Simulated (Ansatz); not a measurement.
## Ta (simple cubic): energy against volume

These are results of DFT, LDA (PW92), plane waves (420 eV) with PAW, scalar-relativistic (Ansatz 0.2.0), not measurements. (PAW data from PBE, frozen cores regenerated.)

The cell is scaled uniformly from the relaxed one, with fractional coordinates and shape fixed. Energies are extrapolated to zero smearing, pressures are those at the given smearing. Magnetic state: spin not included.

A Birch-Murnaghan fit gives V₀ = 19.28 Å³/atom, B₀ = 166 GPa, B₀′ = 4.0.

(1) What are the energy above the minimum and the pressure at 17.010 Å³/atom?

(2) What are the energy above the minimum and the pressure at 17.783 Å³/atom?

(3) What are the energy above the minimum and the pressure at 21.649 Å³/atom?

## Answers

(1) 170.4 meV/atom and 26.76 GPa as computed.

(2) 68.9 meV/atom and 15.86 GPa as computed.

(3) 123.6 meV/atom and -14.98 GPa as computed.
